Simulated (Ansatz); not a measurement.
Relaxed-ion elastic tensor of BaTe (rock salt, space group No. 225) in GPa (Voigt order), r²SCAN (plane waves, PAW; program Ansatz); density 4.99 g/cm³, 44.05 Å³ per atom.

```
72.7   9.6   9.6   0.0   0.0   0.0
 9.6  72.7   9.6   0.0   0.0   0.0
 9.6   9.6  72.7   0.0   0.0   0.0
 0.0   0.0   0.0  12.1   0.0   0.0
 0.0   0.0   0.0   0.0  12.1   0.0
 0.0   0.0   0.0   0.0   0.0  12.1
```

Problem. Is the crystal mechanically stable?

Solution. Yes: the smallest eigenvalue of C is 12.1 GPa.

Problem. Work out the Voigt, Reuss and Hill averages.

Solution. K_V = 30.6, K_R = 30.6, K_H = 30.6; G_V = 19.9, G_R = 16.1, G_H = 18.0 GPa.

Problem. Give Young's modulus, Poisson's ratio, Pugh's ratio and the universal anisotropy index.

Solution. E = 9KG/(3K + G) = 45.1 GPa; ν = 0.25; K/G = 1.70 (near the Pugh limit of 1.75, no verdict); A_U = 5G_V/G_R + K_V/K_R − 6 = 1.19.

Problem. Estimate the sound speeds and the Debye temperature.

Solution. v_l = √((K + 4G/3)/ρ) = 3310 m/s, v_t = √(G/ρ) = 1900 m/s, mean 2110 m/s; Θ = (h/k)(3n/4πV)^(1/3) v_m = 178 K.

Problem. Give the Zener ratio and Young's modulus along [100], [110] and [111].

Solution. A = 2C44/(C11 − C12) = 0.38; 1/E = S11 − 2(S11 − S12 − S44/2)Γ with Γ = 0, 1/4, 1/3 gives 70.5, 37.1, 32.1 GPa.

Problem. Solve the Christoffel equation for the three sound speeds along [100], [110], [111].

Solution. Eigenvalues of C_ijkl n_j n_l equal ρv². In km/s, slowest first: [100] 1.56, 1.56, 3.82; [110] 1.56, 2.51, 3.27; [111] 2.24, 2.24, 3.06.

Space group Fm-3m (rock salt). Symmetry was held in the r²SCAN relaxation; of distortions, only those at the zone centre were tested. Scalar-relativistic: spin–orbit coupling is off unless named, which matters more the heavier the elements.

Potentials: the later of the program's two PAW sets.
